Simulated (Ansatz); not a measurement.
TiAu:
Space group Pmma (No. 51); a = 4.5882 Å, b = 2.8912 Å, c = 4.9062 Å, α = 90.00°, β = 90.00°, γ = 90.00°

```csv
atom,site,symmetry,x,y,z
Ti,2e,mm2,0.7500,0.0000,0.1852
Au,2f,mm2,0.2500,0.5000,0.3208
```
The run is spin-polarised, in the one order tried: ferromagnetic.

Relaxed at zero pressure with PBEsol (plane waves, PAW; program Ansatz).

Problem. The volume is lowered by 6 % and shape and atoms relax at that volume. What pressure results, and how do the axes share the change?

Solution. 10.6 GPa; a -1.1 %, b -4.2 %, c -0.8 %; the energy rises by 31 meV/atom.

Problem. Give the new structure.

Solution. 
Space group Pmma (No. 51); a = 4.5379 Å, b = 2.7695 Å, c = 4.8679 Å, α = β = γ = 90.00°

```json
[
 {"atom": "Ti", "site": "2e", "symmetry": "mm2", "x": "0.7500", "y": "0.0000", "z": "0.1803"},
 {"atom": "Au", "site": "2f", "symmetry": "mm2", "x": "0.2500", "y": "0.5000", "z": "0.3228"}
]
```

The phase is kept; no other phase was compared at this pressure.

The workflow started from a Materials Project entry (that database holds measured and hypothetical structures alike); the Crystallography Open Database copy checked does not list it. COD files the formula under space group No. 221. With Ti and Au taken as one species the cell has the higher symmetry Cmcm, so it may be an ordered model of a mixed-site phase. Its standing as an ambient phase is unchecked. The cell was relaxed with PBEsol under the symmetry of its start; whether a distortion lowers the energy is not shown. Magnetic state: ferromagnetic, the only order run, not a proven ground state. Axis ratios of metals converge slowly with the k-mesh, so a and c are less sure than the volume. Spin–orbit coupling is left out wherever it is not named.

Potentials: the later of the program's two PAW sets.
